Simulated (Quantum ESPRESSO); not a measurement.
pw.x input (Quantum ESPRESSO 7.5; PBEsol, PseudoDojo standard norm-conserving files, fully relativistic):

```
&CONTROL
  calculation = 'scf'
  pseudo_dir = './pseudo'
  outdir = './out'
  tprnfor = .true.
  tstress = .true.
/
&SYSTEM
  ibrav = 0
  nat = 5
  ntyp = 3
  ecutwfc = 84.0
  ecutrho = 336.0
  occupations = 'smearing'
  smearing = 'fd'
  degauss = 0.002
  nbnd = 48
  noncolin = .true.
  lspinorb = .true.
/
&ELECTRONS
  conv_thr = 5e-10
/
ATOMIC_SPECIES
O 15.9990 O.upf
Ti 47.8670 Ti.upf
Ba 137.3270 Ba.upf
CELL_PARAMETERS angstrom
  3.983330000000   0.000000000000   0.000000000000
  0.000000000000   2.862595000000   2.875340000000
  0.000000000000  -2.862595000000   2.875340000000
ATOMIC_POSITIONS crystal
O   0.500000000000   0.978430000000   0.491350000000
O   0.500000000000   0.491350000000   0.978430000000
O   0.000000000000   0.488200000000   0.488200000000
Ti   0.500000000000   0.518500000000   0.518500000000
Ba   0.000000000000   0.003410000000   0.003410000000
K_POINTS automatic
8 8 8 0 0 0
```

End of the output:

```
     total energy              =    -274.22582128 Ry
     estimated scf accuracy    <       0.00000013 Ry
     total energy              =    -274.22582131 Ry
     estimated scf accuracy    <          3.1E-09 Ry
     total energy              =    -274.22582131 Ry
     estimated scf accuracy    <          2.4E-09 Ry
[...]
     the Fermi energy is    10.9406 ev
!    total energy              =    -274.22582131 Ry
     estimated scf accuracy    <          1.3E-10 Ry
     smearing contrib. (-TS)   =       0.00000000 Ry
     internal energy E=F+TS    =    -274.22582131 Ry
     The total energy is F=E-TS. E is the sum of the following terms:
     one-electron contribution =     -74.40787844 Ry
     hartree contribution      =      60.45671792 Ry
     xc contribution           =     -55.24834988 Ry
     ewald contribution        =    -205.02631092 Ry
     convergence has been achieved in  16 iterations
     Forces acting on atoms (cartesian axes, Ry/au):
     atom    1 type  1   force =     0.00000000   -0.00242841   -0.00418777
     atom    2 type  1   force =     0.00000000    0.00242841   -0.00418777
     atom    3 type  1   force =     0.00000000    0.00000000   -0.00147080
     atom    4 type  2   force =     0.00000000    0.00000000    0.00739685
     atom    5 type  3   force =     0.00000000    0.00000000    0.00244949
     Total force =     0.010476     Total SCF correction =     0.000004
     Computing stress (Cartesian axis) and pressure
          total   stress  (Ry/bohr**3)                   (kbar)     P=      -49.65
  -0.00034443   0.00000000   0.00000000          -50.67        0.00        0.00
   0.00000000  -0.00033760   0.00000000            0.00      -49.66        0.00
   0.00000000   0.00000000  -0.00033052            0.00        0.00      -48.62
```
In a gapped system the printed Fermi energy is only some level inside the gap.

Geometry of the Materials Project entry, not relaxed at this level.
